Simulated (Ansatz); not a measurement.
SiCO4 in space group I-4 (No. 82; Si on 2a, C on 2c, O on 8g), r²SCAN (plane waves, PAW; program Ansatz). The conduction-band minimum lies at Γ, with 1 equivalent valley. Second derivatives d²E/dk² of the lowest band at one valley (eV·Å²), along Cartesian directions:

```csv
direction,d²E/dk²
[100],14.05
[010],14.05
[001],14.16
[110],14.05
[101],14.10
[011],14.10
```

Question: Find the principal effective masses, the density-of-states mass and the conductivity mass.

Answer: Off-diagonal terms follow from H_xy = H[110] − (H_xx + H_yy)/2, and m*/mₑ = 7.620 eV·Å² over each eigenvalue: 0.54, 0.54, 0.54. One valley's DOS mass (m₁m₂m₃)^(1/3) = 0.54, conductivity mass 3/(Σ 1/mᵢ) = 0.54 mₑ.

Question: What effective density of states Nc follows at 300 K for parabolic valleys?

Answer: Nc = 2.509e19 × 1 × (0.54)^(3/2) ≈ 1.0e19 cm⁻³.

The start of the workflow was typed in or built on a structure type; neither database checked (COD, Materials Project) lists it. Its standing as an ambient phase is unchecked. The cell was relaxed with r²SCAN under the symmetry of its start; its stability against distortions is not shown here.

Potentials: the later of the program's two PAW sets.

Edges and masses are those of Kohn–Sham bands, whose gap is no quasiparticle gap.
